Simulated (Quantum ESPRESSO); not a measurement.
# Planted mistakes on one cell of Ti2HfF4O4

The results below are calculated, not measured. They come from pw.x of Quantum ESPRESSO 7.5, a plane-wave density functional program, with PseudoDojo standard norm-conserving files (v0.5 for PBE, v0.4.1 for LDA and PBEsol). The cells are made up: elements, strain and atom displacements were drawn at random, and nothing was relaxed. There is no spin polarisation, spin-orbit coupling or dispersion term.

The hafnium file is less sure than the others, with forces about 3 percent (worst 6) and pressure in oxides about 1.5 GPa (worst 2.7) from a second method in checks, which no rerun with the same files tests.

The cell has 12 sites of a fluorite lattice. Sites 1 to 4 hold Ti empty Hf Ti; sites 5 to 12 hold F F O F F O O O. Cell vectors in Å: (4.927, 0.039, 0.074); (0.039, 4.922, -0.002); (0.074, -0.002, 4.854). Settings: PBE, cutoff 1143 eV, 5 x 5 x 5 k mesh shifted by half a step, Fermi-Dirac smearing of 0.025 eV.

The intended run has a self-consistency threshold of 1e-07 eV, a smearing term of 0.000 eV, a pressure of 3.49 GPa and 24 iterations. Each further run changes one thing: all lengths scaled by 1.0199; atoms of sites 9 and 10 exchanged; cutoff 747 eV; files of PBEsol; k mesh 2 x 2 x 2; one electron removed; smearing 0.53 eV; threshold 0.05 eV. A coarse mesh keeps the shift, and a charged cell sits in a uniform background.

```
run  change of free energy (eV)  smearing term -TS (eV)  change of P (GPa)  largest change of a force component (eV/Å)  iterations
  A                      -9.262                  -0.013             -21.24                                       1.527          25
  B                      -1.235                  -2.877               3.11                                       1.360          17
  C                      -0.187                   0.000              -0.52                                       0.072          22
  D                      -0.200                   0.000               0.04                                       3.677          23
  E                       3.614                   0.000             -31.20                                       0.088          25
  F                       0.031                   0.000               0.83                                       0.111          13
  G                      19.310                   0.000              -7.18                                       0.183          21
  H                       0.085                   0.000             -10.28                                       0.509          24
```

A rerun of the intended cell at 1437 eV and k mesh 7 x 7 x 7 moved values by no more than 0.003 eV in the cell's energy, 0.04 GPa in stress and 0.004 eV/Å in force.

Question: which change belongs to which run?

## Worked reading

Run F has the fewest iterations, as a run stopped early does. Run B has the largest smearing term, as wide smearing gives. Run E has a higher energy and the largest fall in pressure, as too small a basis gives. Run H changes the volume by a factor of 1.0609; minus its pressure change over the logarithm of that factor, 174 GPa, is a rough bulk modulus with clamped atoms. Energies from files of another functional, or of a charged cell, have another zero and say nothing on stability; the pressure of a charged cell rests on the program's zero of potential too.

## Key

| run | change |
| --- | --- |
| A | one electron removed |
| B | smearing 0.53 eV |
| C | k mesh 2 x 2 x 2 |
| D | atoms of sites 9 and 10 exchanged |
| E | cutoff 747 eV |
| F | threshold 0.05 eV |
| G | files of PBEsol |
| H | all lengths scaled by 1.0199 |